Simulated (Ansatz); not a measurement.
GaPt$_{3}$ (Cu3Au type, Pm-3m) at seven volumes, plane-wave PAW r²SCAN (Ansatz code), scaled uniformly. One row is withheld.

```json
[
 {"V (Å³/atom)": "13.578", "P (GPa)": "?"},
 {"V (Å³/atom)": "14.025", "P (GPa)": "17.47"},
 {"V (Å³/atom)": "14.473", "P (GPa)": "7.91"},
 {"V (Å³/atom)": "14.921", "P (GPa)": "0.00"},
 {"V (Å³/atom)": "15.368", "P (GPa)": "-6.55"},
 {"V (Å³/atom)": "15.816", "P (GPa)": "-11.94"},
 {"V (Å³/atom)": "16.264", "P (GPa)": "-16.36"}
]
```

**Question.** Fit the shown pressures and predict the withheld one.

**Answer.** Third-order Birch–Murnaghan: P = (3/2)B₀(x^(7/2) − x^(5/2))[1 + (3/4)(B′ − 4)(x − 1)] with x = (V₀/V)^(2/3). Least squares on the six rows gives V₀ = 14.920 Å³/atom, B₀ = 239.2 GPa, B′ = 5.37. At V = 13.578, x = 1.0649 and P = 29.04 GPa. The run itself gave 29.01 GPa.

The workflow started from a Materials Project entry (that database holds measured and hypothetical structures alike); the Crystallography Open Database copy checked does not list it. COD files the formula under space group No. 127. Whether it is the stable phase at ambient conditions was not checked. The cell was relaxed with r²SCAN under the symmetry of its start; whether a distortion lowers the energy is not shown. The run is not spin-polarised. Spin–orbit coupling is left out wherever it is not named.

Potentials: the later of the program's two PAW sets.
